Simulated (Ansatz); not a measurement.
NaH:
```xyz
2
Lattice="0.0000 2.3972 2.3972 2.3972 0.0000 2.3972 2.3972 2.3972 0.0000" Properties=species:S:1:pos:R:3 pbc="T T T"
Na     0.0000     0.0000     0.0000
H      2.3972     2.3972     2.3972
```

Relaxed with r²SCAN.

**Question.** Give the Bader charges and basin volumes of the independent atoms, r²SCAN (plane waves, PAW; program Ansatz).

**Answer.** 

```
atom  Bader charge (e)  Bader volume (Å³)
----  ----------------  -----------------
Na1              +0.83                9.8
H2               -0.83               17.8
```

Space group Fm-3m (rock salt). Symmetry was held in the r²SCAN relaxation.

Potentials: the later of the program's two PAW sets.
